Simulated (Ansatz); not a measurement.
# HfGe3 (AuCu3-type structure)

Computed with Ansatz (plane waves, PAW, 420 eV cutoff): PBE, scalar-relativistic, no spin polarisation, 8×8×8 k-mesh, Gaussian smearing of 0.05 eV. The datasets are Ansatz's generated set soft_2.

```xyz
4
Lattice="4.1894 0.0000 0.0000 0.0000 4.1894 0.0000 0.0000 0.0000 4.1894" Properties=species:S:1:pos:R:3 pbc="T T T"
Hf    0.0000    0.0000    0.0000
Ge    0.0000    2.0947    2.0947
Ge    2.0947    2.0947    0.0000
Ge    2.0947    0.0000    2.0947
```

The start was a prototype's sites filled with these elements, not a measured cell.

The cell is relaxed to zero pressure at this level.

The cell has space group Pm-3m (read at 0.01 Å). In it the stress is 0.00, 0.00, 0.00, 0.00, 0.00, 0.00 GPa and the largest force component 0.000 eV/Å. Each change below starts from this cell, without further relaxation. Stress is in GPa, positive in compression, in the order xx, yy, zz, yz, xz, xy; energies are counted from the cell above and are free energies with the smearing's entropy, which match forces and stress in a metal.

Task: What happens when atom 2 (Ge) is moved by 0.12 Å along y?

Result: The energy changes by 26.9 meV per cell, and the force on it along the shift is -0.462 eV/Å (−F/u = 3.85 eV/Å²). Stress: 0.09, 0.24, 0.51, 0.00, 0.00, 0.00.
```
atom  Fx (eV/Å)      Fy     Fz
 Hf1      0.000   0.261  0.000
 Ge2      0.000  -0.462  0.000
 Ge3      0.000   0.026  0.000
 Ge4      0.000   0.176  0.000
```
In a harmonic crystal the energy would rise by −½F·u = ½ × 3.85 × 0.12² eV = 27.7 meV, close to the run's value; the rest is anharmonic or numerical.

Task: What happens when atom 4 (Ge) is moved by 0.20 Å along x?

Result: The energy changes by 77.6 meV per cell, and the force on it along the shift is -0.809 eV/Å (−F/u = 4.05 eV/Å²). Stress: 0.53, 0.46, 1.41, 0.00, 0.00, 0.00.
```
atom  Fx (eV/Å)     Fy     Fz
 Hf1      0.465  0.000  0.000
 Ge2      0.317  0.000  0.000
 Ge3      0.028  0.000  0.000
 Ge4     -0.809  0.000  0.000
```
In a harmonic crystal the energy would rise by −½F·u = ½ × 4.05 × 0.20² eV = 80.9 meV, close to the run's value; the rest is anharmonic or numerical.

Task: What stress follows from an engineering strain of -2 % in xx, atoms carried along?

Result: 1.77, 2.06, 2.06, 0.00, 0.00, 0.00 GPa; the energy changes by 8.3 meV per cell.
The stress across the strain changes more than along it (C12 over C11 with clamped atoms), which a stable cubic crystal can't show: the cell is unstable or the mesh too coarse.
The change of the stress over the strain gives a clamped-atom stiffness of about 88 GPa for this component, a secant value that lies under the elastic constant in tension and over it in compression, by several per cent for each per cent of strain.
In a harmonic crystal the energy would rise by V(½Cε² − σ₀ε), with σ₀ the stress of the unstrained cell, = 8.1 meV, which matches.

Task: What stress follows from an engineering strain of 3 % in xx, atoms carried along?

Result: -1.23, -2.91, -2.91, 0.00, 0.00, 0.00 GPa; the energy changes by 12.3 meV per cell.
The stress across the strain changes more than along it (C12 over C11 with clamped atoms), which a stable cubic crystal can't show: the cell is unstable or the mesh too coarse.
The stress implies an energy change of 8.5 meV, which the run doesn't match: the electronic state changed under the strain or, in a metal, the mesh is too coarse, so no elastic constant can be read from it.

Task: All atoms and the cell are disturbed at random:
```xyz
4
Lattice="4.2058 0.0255 0.0033 0.0255 4.1663 -0.0545 0.0033 -0.0545 4.2651" Properties=species:S:1:pos:R:3 pbc="T T T"
Hf    0.0326    0.0134   -0.3121
Ge    0.1891    2.1349    2.0431
Ge    1.8702    2.1760    0.1925
Ge    2.1426   -0.1869    2.2904
```
Give the energy change, the stress and the forces.

Result: 551.4 meV per cell; stress 5.71, 1.34, 5.69, 0.59, -0.60, -1.08 GPa.
```tsv
atom	Fx (eV/Å)	Fy	Fz
Hf1	-0.773	0.832	1.104
Ge2	-0.823	-0.756	0.169
Ge3	1.518	-0.446	-0.294
Ge4	0.078	0.369	-0.978
```

Task: All atoms and the cell are disturbed at random:
```xyz
4
Lattice="4.1190 0.0411 -0.0040 0.0411 4.1992 0.0145 -0.0040 0.0145 4.1662" Properties=species:S:1:pos:R:3 pbc="T T T"
Hf   -0.2766    0.3107   -0.0712
Ge    0.1474    2.3652    1.8821
Ge    2.1083    1.8247    0.3314
Ge    2.1769   -0.2459    2.0345
```
Give the energy change, the stress and the forces.

Result: 1455.2 meV per cell; stress 23.33, 13.37, 5.26, 2.89, -2.08, -12.61 GPa.
```
atom  Fx (eV/Å)      Fy      Fz
 Hf1      3.896  -2.687  -1.139
 Ge2      0.270  -0.613   0.974
 Ge3     -3.113   2.969  -0.132
 Ge4     -1.052   0.332   0.297
```

Scalar-relativistic only: spin–orbit splittings of the heavy atoms' levels are missing.
